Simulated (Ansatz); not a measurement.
CuTaS2:
```cif
data_CuS2Ta
_chemical_formula_sum 'S2 Ta1 Cu1'
_space_group_name_H-M_alt 'P 1'
_space_group_IT_number 1
_cell_length_a 3.37028
_cell_length_b 3.37028
_cell_length_c 6.11240
_cell_angle_alpha 90.000
_cell_angle_beta 90.000
_cell_angle_gamma 120.000
loop_
_space_group_symop_operation_xyz
  'x, y, z'
loop_
_atom_site_label
_atom_site_type_symbol
_atom_site_fract_x
_atom_site_fract_y
_atom_site_fract_z
_atom_site_occupancy
S1 S 0.66667 0.33333 0.74232 1
Ta1 Ta 0.00000 0.00000 0.00000 1
S2 S 0.33333 0.66667 0.25768 1
Cu1 Cu 0.00000 0.00000 0.50000 1
```

Relaxed with PBE+D3(BJ).

Task: Decompose the optical modes at the zone centre into irreducible representations, and say which are infrared and Raman allowed.

Result: Point group -3m: Γ_opt = A1g + 2A2u + Eg + 2Eu. Infrared: A2u, Eu. Raman: A1g, Eg.

Task: Assign frequencies (DFPT, the program Ansatz at the PBE+D3(BJ) level (PAW)).

Result: Eu 54, A2u 122, Eu 249, Eg 273, A2u 276, A1g 343 cm⁻¹.

Space group P-3m1. The cell is a constructed one: a structure type filled with these elements; neither database checked (COD, Materials Project) lists it. Whether it is the stable phase at ambient conditions was not checked. The PBE+D3(BJ) relaxation kept the symmetry of its start; of distortions, only those at the zone centre were tested. The run is not spin-polarised. As this level gives no gap, phonon frequencies hold no LO–TO term and depend on the k-mesh and smearing (Fermi–Dirac, 0.1 eV here). Scalar-relativistic: spin–orbit coupling is off unless named, which matters more the heavier the elements.

Potentials: the later of the program's two PAW sets.
